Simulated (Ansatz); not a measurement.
This guess for MgPdC4N4 is about to be relaxed.

```
Mg Pd C N
1.0
     5.98135    0.00000    0.00000
     0.00000    5.98135    0.00000
     0.00000    0.00000    5.98135
Mg Pd C N
1 1 4 4
Direct
  0.00000 0.00000 0.00000
  0.50000 0.50000 0.50000
  0.19112 0.19112 0.19112
  0.19112 0.80888 0.80888
  0.80888 0.19112 0.80888
  0.80888 0.80888 0.19112
  0.30405 0.30405 0.30405
  0.30405 0.69595 0.69595
  0.69595 0.30405 0.69595
  0.69595 0.69595 0.30405
```

The calculation used Ansatz 0.2.0, DFT PBE, scalar-relativistic, plane waves, PAW. Cutoff 420 eV, Gaussian smearing, Γ-centred meshes. Cell and atoms relax first on a coarse mesh and then on a finer one. In between, the cell is made exact in the group found at 0.06 Å. In metals the finer mesh still leaves noise of several meV/atom or more. The steps can't lower the symmetry of their start. Collinear spin is switched on along the way, since trial moments persisted in a coarse test.

A guess keeps its type if space group and coordination stay and the shape of the cell changes little (axis ratios within about 15 %, angles within 6°); the volume may change.

Question: Does this structure survive the relaxation?

Answer: It keeps its type. The symmetry stays P-43m (No. 215). The volume per atom grows by 15.7 %, from 21.4 to 24.8 Å³. The shortest distance stays 1.17 Å (C–N). Counting neighbours within 15 % of an atom's shortest distance, the start has C 1, Mg 4, N 1, Pd 4 and the end C 1, Mg 4, N 1, Pd 4.

Energies over the elements count from the elements' standard structures at the same level (N₂ as a molecule), with no fitted energy shifts.

Question: At what energy does it end?

Answer: +0.55 eV/atom. The separate elements lie lower, so it is unstable against them.

The last run used collinear spin, a 6×6×6 mesh for its 10-atom cell and Gaussian smearing of 0.10 eV. The reference form of C is held partly by dispersion forces, which this level lacks. The magnetic state reached may not be the lowest. Symmetry constrained the relaxation, so the result can be a saddle point.
